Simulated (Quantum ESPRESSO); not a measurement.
Kohn-Sham bands of BP (zinc blende)

```
BP
1.0
    0.00000     2.26607     2.26607
    2.26607     0.00000     2.26607
    2.26607     2.26607     0.00000
B P
1 1
Direct
  0.00000   0.00000   0.00000
  0.75000   0.75000   0.75000
```

Materials Project entry mp-1479; symmetrised, unrelaxed at this level. COD (Crystallography Open Database) has an entry of this formula and space group (matched by these alone). Level: PBEsol, no spin polarisation, no spin-orbit coupling; pw.x of Quantum ESPRESSO at 61 Ry with PseudoDojo potentials, 12×12×12 k-points, Wannier90. Density: 12×12×12 mesh, cold smearing 0.01 Ry.

Energies are relative to the valence-band maximum; weights are on the orthonormalised atomic waves of the pseudopotential files, averaged over the group. 8 electrons a cell are treated as valence.

```csv
bands,from (eV),to (eV),filling,weight on atomic waves
1,-15.53,-10.35,filled,[?]
2–4,-9.12,0.00,filled,[?]
```

Question: Which atomic shells make up each group?

Answer: 
- 1, weight on atomic waves: P 3s 46 %, B 2p 26 %, B 2s 18 %
- 2–4, weight on atomic waves: P 3p 49 %, B 2p 38 %, B 2s 9 %

The Kohn-Sham gap over both meshes and the path is 1.13 eV.
